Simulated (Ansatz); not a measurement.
## Property card for Pt

Pt:
```cif
data_Pt2
_chemical_formula_sum 'Pt2'
_space_group_name_H-M_alt 'P63/mmc'
_space_group_IT_number 194
_space_group_name_Hall '-P 6c 2c'
_cell_length_a 2.72687
_cell_length_b 2.72687
_cell_length_c 4.69966
_cell_angle_alpha 90.000
_cell_angle_beta 90.000
_cell_angle_gamma 120.000
loop_
_atom_site_label
_atom_site_type_symbol
_atom_site_symmetry_multiplicity
_atom_site_Wyckoff_symbol
_atom_site_fract_x
_atom_site_fract_y
_atom_site_fract_z
_atom_site_occupancy
Pt1 Pt 2 c 0.33333 0.66667 0.25000 1
```

Space group P6_3/mmc (No. 194), hcp (Mg type); conventional cell a = b = 2.727 Å, c = 4.700 Å, α = β = 90.00°, γ = 120.00°.

Method: PBEsol (plane waves, PAW; program Ansatz). Geometry: relaxed at this level of theory. Other levels are named where they apply.

### Cell and energy

| Item | Value |
|---|---|
| Volume per atom | 15.13 Å³ |
| Density | 21.41 g/cm³ |

### Electronic structure

| Property | Value |
|---|---|
| Electronic character | metallic (no gap) |
| Density of states at the Fermi level | 1.7 states/eV per atom (mean over ±0.08 eV) |
| Gap with spin–orbit coupling | none (metallic) |

### Mechanics

| Item | Result |
|---|---|
| Bulk modulus (Birch–Murnaghan fit) | 279 GPa |
| Pressure derivative B′ | 5.4 |

### Phonons

| Quantity | Result |
|---|---|
| Highest zone-centre frequency | 181 cm⁻¹ |
| Zone-centre stability | no imaginary mode at Γ |

The workflow started from a Materials Project entry (that database holds measured and hypothetical structures alike); the Crystallography Open Database copy checked does not list it. It is not the phase usual at ambient conditions (space group No. 225). The cell was relaxed with PBEsol under the symmetry of its start. No spin polarisation was allowed. As this level gives no gap, phonon frequencies hold no LO–TO term and depend on the k-mesh and smearing (Fermi–Dirac, 0.1 eV here). Axis ratios of metals converge slowly with the k-mesh, so a and c are less sure than the volume. On the denser mesh and wider smearing of the elastic run this cell carries a stress of 0.8 GPa. Spin–orbit coupling is left out wherever it is not named.

Potentials: the later of the program's two PAW sets.
